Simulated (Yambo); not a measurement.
**Convergence of the G0W0 gap of BaTiO3**

G0W0@LDA for BaTiO$_{3}$ (space group R3m, No. 160) in Yambo. Reference settings: 4×4×4 Γ-centred k mesh, bands 2 to 127 and a 8 Ry block in the screening, 127 bands in G with the Bruneval-Gonze terminator, plasmon pole fitted at 27.2 eV. The LDA gap Z → Γ on this mesh is 2.33 eV; G0W0 gaps are taken between the same points.

```json
[
 {"change from the reference": "reference settings", "G0W0 gap Z → Γ (eV)": "4.04", "shift of the valence edge (eV)": "-0.37", "rough Yambo cost": "1"},
 {"change from the reference": "wavefunctions cut at 20 Ry", "G0W0 gap Z → Γ (eV)": "4.17", "shift of the valence edge (eV)": "-0.29", "rough Yambo cost": "about 1/4"},
 {"change from the reference": "wavefunctions cut at 30 Ry", "G0W0 gap Z → Γ (eV)": "4.08", "shift of the valence edge (eV)": "-0.35", "rough Yambo cost": "about 1/4"},
 {"change from the reference": "wavefunctions cut at 50 Ry", "G0W0 gap Z → Γ (eV)": "4.04", "shift of the valence edge (eV)": "-0.37", "rough Yambo cost": "about 1/3"},
 {"change from the reference": "exchange cut at 20 Ry", "G0W0 gap Z → Γ (eV)": "4.26", "shift of the valence edge (eV)": "-0.04", "rough Yambo cost": "–"},
 {"change from the reference": "35 bands in W, 35 bands in G, 2 Ry block", "G0W0 gap Z → Γ (eV)": "5.16", "shift of the valence edge (eV)": "-0.56", "rough Yambo cost": "about 1/10"},
 {"change from the reference": "35 bands in W, 35 bands in G, 6 Ry block", "G0W0 gap Z → Γ (eV)": "4.23", "shift of the valence edge (eV)": "-0.08", "rough Yambo cost": "about 1/7"},
 {"change from the reference": "51 bands in W, 51 bands in G, 3 Ry block", "G0W0 gap Z → Γ (eV)": "4.35", "shift of the valence edge (eV)": "-0.21", "rough Yambo cost": "about 1/6"},
 {"change from the reference": "73 bands in W, 73 bands in G, 3 Ry block", "G0W0 gap Z → Γ (eV)": "4.31", "shift of the valence edge (eV)": "-0.27", "rough Yambo cost": "about 1/3"},
 {"change from the reference": "99 bands in W, 99 bands in G, 3 Ry block", "G0W0 gap Z → Γ (eV)": "4.29", "shift of the valence edge (eV)": "-0.30", "rough Yambo cost": "about 1/3"},
 {"change from the reference": "2 Ry block", "G0W0 gap Z → Γ (eV)": "4.90", "shift of the valence edge (eV)": "-0.59", "rough Yambo cost": "about 1/3"},
 {"change from the reference": "6 Ry block", "G0W0 gap Z → Γ (eV)": "4.02", "shift of the valence edge (eV)": "-0.31", "rough Yambo cost": "about 1/2"},
 {"change from the reference": "5 Ry block", "G0W0 gap Z → Γ (eV)": "4.04", "shift of the valence edge (eV)": "-0.30", "rough Yambo cost": "about 1/2"},
 {"change from the reference": "51 bands in W, 51 bands in G, no terminator", "G0W0 gap Z → Γ (eV)": "4.24", "shift of the valence edge (eV)": "0.23", "rough Yambo cost": "about 1/5"},
 {"change from the reference": "99 bands in W, 99 bands in G, 3 Ry block, no terminator", "G0W0 gap Z → Γ (eV)": "4.34", "shift of the valence edge (eV)": "-0.20", "rough Yambo cost": "about 1/3"}
]
```

The reference isn't shown to be the converged limit. Costs are rough (shared machines), scaled to the same edge states, and given only for runs that recompute the screening.

Geometry of the Materials Project entry, not relaxed at this level; primitive cell a = b = c = 4.034 Å, α = β = γ = 89.84°.

A shift is the quasiparticle energy of the state minus its LDA energy.
